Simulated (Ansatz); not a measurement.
These are results of Ansatz 0.2.0, DFT PBE, scalar-relativistic, plane waves, PAW, not measurements. Settings: cutoff 420 eV, Γ-centred meshes spaced at most about 0.3 Å⁻¹, and about 0.25 Å⁻¹ or finer for metals (2π included), Gaussian smearing. Collinear spin in cells that started with moments and kept them past the coarse steps, no spin elsewhere.

These are static total energies at zero pressure. All come from trial cells, and lower structures may exist.

**Question.** These unrelaxed guesses for Cd3InO are each relaxed within their symmetry. Order them by the energy at which they end, lowest first.
A.

```xyz
5
Lattice="3.9287 0.0000 0.0000 0.0000 3.9287 0.0000 0.0000 0.0000 6.6852" Properties=species:S:1:pos:R:3 pbc="T T T"
Cd    0.0000    0.0000    4.7626
Cd    1.9644    0.0000    2.9510
Cd    0.0000    1.9644    2.9510
In    0.0000    0.0000    0.1294
O     0.0000    0.0000    3.1050
```

B.

```xyz
5
Lattice="4.7680 0.0000 0.0000 0.0000 4.7680 0.0000 0.0000 0.0000 4.7680" Properties=species:S:1:pos:R:3 pbc="T T T"
Cd    2.3840    0.0000    2.3840
Cd    2.3840    2.3840    0.0000
Cd    0.0000    2.3840    2.3840
In    0.0000    0.0000    0.0000
O     2.3840    2.3840    2.3840
```

C.

```xyz
5
Lattice="4.4895 0.0000 0.0000 0.0000 4.6145 0.0000 0.0000 0.0000 6.1642" Properties=species:S:1:pos:R:3 pbc="T T T"
Cd    0.0000    0.0000    1.1561
Cd    0.0000    0.0000    5.0081
Cd    0.0000    2.3073    0.0000
In    0.0000    2.3073    3.0821
O     2.2447    0.0000    0.0000
```

D.

```xyz
5
Lattice="4.6357 0.0000 0.0000 0.0000 4.6357 0.0000 0.0000 0.0000 4.6357" Properties=species:S:1:pos:R:3 pbc="T T T"
Cd    0.0000    0.0000    2.3179
Cd    2.3179    0.0000    0.0000
Cd    0.0000    2.3179    0.0000
In    0.0000    0.0000    0.0000
O     2.3179    2.3179    2.3179
```

**Answer.** C (ends in Pmmm, 0 meV/atom), B (ends in Pm-3m, antiperovskite type, 110 meV/atom), A (ends in P4mm, 153 meV/atom), D (ends in Pm-3m, antiperovskite type, 0.87 eV/atom).

The magnetic state reached may not be the lowest. Cells relaxed within their symmetry can be saddle points. Some candidate types were left out of the draw beforehand, so a known form may be missing.
